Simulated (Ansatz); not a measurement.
**Rocksalt alloy of MgO and CdO (12 of 64 Mg sites exchanged), 128 atoms**

Ansatz, PAW, plane waves. PBEsol relaxation of volume and atoms (shape held) at the single k point (½, ½, ½); single points on the relaxed atoms at the Γ point alone, onto which points of the small cell's zone fold. Arrangement: random. No spin–orbit coupling unless named.

Relaxed structure:

```xyz
128
Lattice="0.0000 8.6503 8.6503 8.6503 0.0000 8.6503 8.6503 8.6503 0.0000" Properties=species:S:1:pos:R:3 pbc="T T T"
O     2.1332    4.2945    4.4638
O     2.0578    8.6113    8.6630
O     6.3532    4.3207    4.3389
O     6.4647    4.4313    8.6801
O     6.6462    8.7890    4.3383
O     6.6064    8.6550    8.6496
O     6.3555    8.4948   13.0020
O     6.5115   12.9806    8.6242
O    10.8191    4.3505    8.6571
O    10.8179    8.6651    4.3392
O    10.8131    8.6599    8.6362
O    10.8160    8.6280   12.9750
O    10.8028   12.9725    8.6434
O    10.9469   12.9972   12.8389
O    15.1387    8.5286    8.6436
O    15.1466   12.9792   12.9890
O     4.1856    2.1707    4.2119
O     4.1886    6.3517    4.2784
O     4.3080    6.3844    8.6869
O     4.3297   10.9392    8.6324
O     8.7972    2.2078    8.5631
O     8.7964    6.6129    4.3475
O     8.6788    6.5001    8.6553
O     8.6568    6.3366   12.8483
O     8.6752   10.8299    4.4349
O     8.6639   10.8143    8.6475
O     8.8138   10.8321   12.9703
O     8.6675   15.1050    8.7509
O    12.9499    6.4586    8.6454
O    12.8449   10.8256    8.7675
O    12.9726   10.9397   13.0003
O    12.9566   15.1084   12.9789
O     4.4468    4.3241    2.1398
O     4.3398    4.4197    6.5212
O     4.3735    8.6410    6.4882
O     4.3483    8.6222   10.9327
O     8.5179    4.3731    6.6050
O     8.5095    4.4224   10.7879
O     8.6346    8.5391    2.1586
O     8.6543    8.6535    6.5085
O     8.6391    8.6632   10.6972
O     8.6332    8.7445   15.2666
O     8.6313   12.8623    6.5128
O     8.6391   12.9609   10.7013
O    12.9745    8.5480    6.5047
O    12.9954    8.6294   10.6859
O    12.9874   12.9872   10.8056
O    13.0954   12.9833   15.1401
O     2.2816    2.0184    2.1297
O     2.2712    6.5095    6.5077
O     6.6123    2.1472    6.4859
O     6.4847    6.4759    2.0641
O     6.4841    6.5341    6.6064
O     6.4647    6.5125   10.8094
O     6.4833   10.8016    6.5072
O     6.5031   10.7855   10.6785
O    10.8151    6.5996    6.4941
O    10.8106    6.6126   10.7997
O    10.7065   10.7898    6.5156
O    10.8113   10.7976   10.8178
O    10.8659   10.6888   15.1248
O    10.8333   15.1373   10.8103
O    15.0044   10.8057   10.9534
O    15.0417   15.1162   15.1368
Mg    8.6513   17.2633    8.6762
Mg    8.6304   12.9403    4.3538
Mg   12.9323    8.6126    4.3409
Mg   13.0015   13.0018   17.2903
Mg    4.2891    4.3071    4.3247
Mg   12.9631   12.9805    8.6796
Mg    8.6405    4.3634    8.6676
Mg    8.7006    8.6783    4.3528
Mg    8.6787    8.6551    8.6310
Mg    8.6506   12.9604    8.6352
Mg   12.9518    8.6139    8.6373
Mg   13.0101   12.9994   12.9653
Mg    2.1975   10.8002    8.6416
Mg   10.7908   10.7886    4.3575
Mg   10.8026    6.4796   12.9676
Mg   10.8171   15.1225    8.6730
Mg    6.4817   15.0989    8.6381
Mg    6.4940    6.5048    8.6823
Mg   15.0990   15.0855   12.9653
Mg    6.4869   10.8540    4.3704
Mg    6.5149   10.8270    8.6193
Mg   10.8594   15.1613   12.9644
Mg   10.8143    6.5132    8.6507
Mg   10.7794   10.8052    8.6574
Mg   10.8675   10.8060   12.9600
Mg   10.8187   17.2578   10.8240
Mg   10.8101   12.9625    6.5301
Mg    2.1741    8.6300    6.5055
Mg   15.1250   17.2539   15.1669
Mg    6.4988   12.9795   10.7563
Mg    6.4590    4.3622    6.5319
Mg   15.0946   13.0101   10.8220
Mg    6.4940    8.6259    2.1412
Mg    6.5264    8.6693    6.5211
Mg    6.4885    8.6220   10.7811
Mg    6.4997   12.9652    6.5013
Mg   10.7970    8.6620    6.5039
Mg   10.8113    8.6677   10.7787
Mg   10.8357   12.9780   10.7775
Mg    4.3450   10.8166   10.7857
Mg   12.9686    6.4691   10.7776
Mg    4.3360    6.4889    6.5211
Mg   12.9735   15.1190   10.8260
Mg    4.3497   10.8327    6.4876
Mg    8.6962   10.8177   15.1487
Mg    8.6722   15.1238   10.8029
Mg    8.6611    6.5318    6.5329
Mg    8.6397    6.5100   10.7682
Mg    8.6380   10.7885    6.5251
Mg    8.6768   10.8068   10.7632
Mg   12.9633   15.1134   15.1432
Mg   12.9403   10.8378   10.8352
Cd    4.3748    8.6511    4.2763
Cd    4.3287    8.6524    8.6976
Cd    8.6521    4.3771    4.3217
Cd    8.6125    8.6050   12.9731
Cd    6.4852   10.7606   12.9217
Cd   15.1450   10.8126    8.7025
Cd    6.4826    6.5338    4.3314
Cd    2.1647    4.3237    2.2119
Cd   10.8198   12.9741   15.0947
Cd    8.6524   10.8023    2.1719
Cd    8.6551   15.1226    6.4936
Cd   12.9685   10.8114    6.4926
```

Q: What are the mean bond lengths by pair (pairs within 1.2 times the sum of covalent radii, less contacts 15 % beyond the pair's median; cation–cation pairs of compounds aside; long ionic contacts are cut short by that bound)?

A: Cd–O 2.268 ± 0.031 Å (standard deviation, 72 bonds); Mg–O 2.141 ± 0.045 Å (standard deviation, 312 bonds).

Q: What gap lies between the top filled and the lowest empty level in the single points?

A: HSE06 with spin–orbit coupling 4.15 eV (9.4 min on NVIDIA GB300).
